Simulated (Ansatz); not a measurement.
A geometry of Cr away from equilibrium: step 2 of the relaxation of a relaxed Cr cell, doubled along one cell vector, shaken by Gaussian noise of σ = 0.08 Å a coordinate. Level of theory: PBEsol (plane waves to 420 eV, PAW, scalar-relativistic; Ansatz, an electronic-structure program). Γ-centred k-mesh 8×15×14 on the run's cell (coarser than for final values), Fermi–Dirac smearing 0.05 eV. The plane waves were selected for a different cell earlier on the path.

```xyz
2
Lattice="2.5562 -4.0350 -0.0129 1.3023 2.0332 -0.0021 -0.0072 0.0024 2.2156" Properties=species:S:1:pos:R:3 pbc="T T T"
Cr     1.2688     0.0661     1.4249
Cr     2.5499    -1.9487     0.7759
```

**Question.** Give the Cartesian forces on all atoms (eV/Å).

**Answer.** 
```
atom     Fx     Fy     Fz
----  -----  -----  -----
Cr1    0.01   0.01   1.00
Cr2   -0.01  -0.01  -1.00
```

The path ends in Im-3m (No. 229) (bcc (W type)). No spin polarisation in the result. A magnetic state may lie lower.

The run could not lose the symmetry of its start.

Of the parent cell (Cmmm (No. 65)): it is a generated cell of Cr: the first start was made by a random draw of sites in a space group, and the end was not matched to a known phase here, so it may be hypothetical. Known forms of Cr include space group No. 229.
